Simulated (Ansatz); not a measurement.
ZnCdO$_{2}$:
```cif
data_CdO2Zn
_chemical_formula_sum 'Zn1 Cd1 O2'
_space_group_name_H-M_alt 'P 1'
_space_group_IT_number 1
_cell_length_a 3.38052
_cell_length_b 3.38052
_cell_length_c 5.62302
_cell_angle_alpha 90.000
_cell_angle_beta 90.000
_cell_angle_gamma 120.000
loop_
_space_group_symop_operation_xyz
  'x, y, z'
loop_
_atom_site_label
_atom_site_type_symbol
_atom_site_fract_x
_atom_site_fract_y
_atom_site_fract_z
_atom_site_occupancy
Zn1 Zn 0.00000 0.00000 0.99646 1
Cd1 Cd 0.66667 0.33333 0.48920 1
O1 O 0.66667 0.33333 0.09821 1
O2 O 0.00000 0.00000 0.65213 1
```

Relaxed with r²SCAN.

Question: Tabulate the valence density and the electron localisation function along the shortest Zn–O contact (1.94 Å), the program Ansatz at the r²SCAN level (PAW).

Answer: 

```
distance from Zn (Å)  density (e/Å³)   ELF
--------------------  --------------  ----
0.19                           30.79  0.00
0.29                           18.74  0.00
0.39                            9.76  0.00
0.48                            4.66  0.02
0.58                            2.25  0.05
0.68                            1.24  0.09
0.77                            0.82  0.13
0.87                            0.66  0.16
0.97                            0.64  0.25
1.06                            0.76  0.46
1.16                            1.01  0.68
1.26                            1.46  0.80
1.36                            2.21  0.82
1.45                            3.31  0.80
1.55                            4.61  0.73
1.65                            5.85  0.59
1.74                            6.82  0.42
```

The density is the valence pseudo-density with augmentation charge, so density and ELF within about 1 Å of a nucleus are not all-electron values.

Space group P3m1. The workflow started from a Materials Project entry (that database holds measured and hypothetical structures alike); the Crystallography Open Database copy checked does not list it. Whether it is the stable phase at ambient conditions was not checked. The cell was relaxed with r²SCAN under the symmetry of its start; of distortions, only those at the zone centre were tested.

Potentials: the later of the program's two PAW sets.
